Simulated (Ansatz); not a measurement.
TiTeSe:
```cif
data_SeTeTi
_chemical_formula_sum 'Ti1 Te1 Se1'
_space_group_name_H-M_alt 'P3m1'
_space_group_IT_number 156
_space_group_name_Hall 'P 3 -2"'
_cell_length_a 3.68072
_cell_length_b 3.68072
_cell_length_c 6.66164
_cell_angle_alpha 90.000
_cell_angle_beta 90.000
_cell_angle_gamma 120.000
loop_
_atom_site_label
_atom_site_type_symbol
_atom_site_symmetry_multiplicity
_atom_site_Wyckoff_symbol
_atom_site_fract_x
_atom_site_fract_y
_atom_site_fract_z
_atom_site_occupancy
Ti1 Ti 1 a 0.00000 0.00000 0.97863 1
Te1 Te 1 c 0.66667 0.33333 0.25100 1
Se1 Se 1 b 0.33333 0.66667 0.77038 1
```

Relaxed with r²SCAN.

Question: Which orbitals make up the states near the Fermi level in plane-wave PAW r²SCAN (Ansatz code)?

Answer: Within 0.5 eV of the Fermi level: Ti 3d 79 %, Se 4p 9 %, Te 5p 8 %. Projections are on Löwdin-orthogonalised atomic valence shells; empty p or d shells of many metals are not among them.

Question: Tabulate the density of states.

Answer: States/eV per cell of 3 atoms, in 0.25 eV bins, energy from the Fermi level.

```csv
E (eV),total,Ti 3d,Se 4p,Te 5p
-7.85,0.00,0.00,0.00,0.00
-7.60,0.00,0.00,0.00,0.00
-7.35,0.00,0.00,0.00,0.00
-7.10,0.00,0.00,0.00,0.00
-6.85,0.00,0.00,0.00,0.00
-6.60,0.00,0.00,0.00,0.00
-6.35,0.00,0.00,0.00,0.00
-6.10,0.00,0.00,0.00,0.00
-5.85,0.00,0.00,0.00,0.00
-5.60,0.00,0.00,0.00,0.00
-5.35,0.85,0.11,0.32,0.28
-5.10,1.32,0.17,0.56,0.39
-4.85,1.92,0.24,0.94,0.47
-4.60,3.07,0.34,1.51,0.91
-4.35,4.02,0.49,1.68,1.56
-4.10,2.04,0.26,0.76,0.79
-3.85,1.79,0.30,0.94,0.35
-3.60,1.69,0.35,0.84,0.41
-3.35,2.39,0.50,1.22,0.56
-3.10,4.17,1.00,1.96,1.07
-2.85,6.76,2.28,3.31,1.01
-2.60,1.32,0.31,0.46,0.48
-2.35,2.40,0.52,0.49,1.27
-2.10,2.61,0.50,0.54,1.44
-1.85,2.69,0.45,0.65,1.46
-1.60,2.34,0.42,0.54,1.27
-1.35,2.14,0.44,0.43,1.17
-1.10,1.87,0.47,0.35,0.98
-0.85,1.13,0.37,0.20,0.53
-0.60,0.62,0.28,0.08,0.24
-0.35,0.41,0.23,0.05,0.13
-0.10,0.52,0.37,0.06,0.07
0.15,1.82,1.46,0.18,0.10
0.40,3.64,3.01,0.30,0.20
0.65,2.05,1.64,0.15,0.21
0.90,1.12,0.79,0.11,0.19
1.15,8.22,6.59,0.50,1.00
1.40,6.37,5.20,0.35,0.67
1.65,0.69,0.48,0.07,0.14
1.90,0.07,0.05,0.01,0.00
2.15,2.36,1.51,0.44,0.22
2.40,2.74,1.62,0.52,0.38
2.65,2.98,1.62,0.55,0.56
2.90,4.66,2.43,0.84,1.05
3.15,3.06,1.57,0.53,0.73
3.40,0.12,0.05,0.03,0.04
3.65,0.00,0.00,0.00,0.00
3.90,0.00,0.00,0.00,0.00
4.15,0.00,0.00,0.00,0.00
4.40,0.00,0.00,0.00,0.00
4.65,0.03,0.00,0.00,0.00
```

The workflow started from a Materials Project entry (that database holds measured and hypothetical structures alike); the Crystallography Open Database copy checked does not list it. Whether it is the stable phase at ambient conditions was not checked. The r²SCAN relaxation kept the symmetry of its start; its stability against distortions is not shown here. No spin polarisation was allowed. A crystal of weakly bound layers computed without a dispersion correction: the cell and the soft elastic constants depend strongly on that. Scalar-relativistic: spin–orbit coupling is off unless named, which matters more the heavier the elements.

Potentials: the later of the program's two PAW sets.
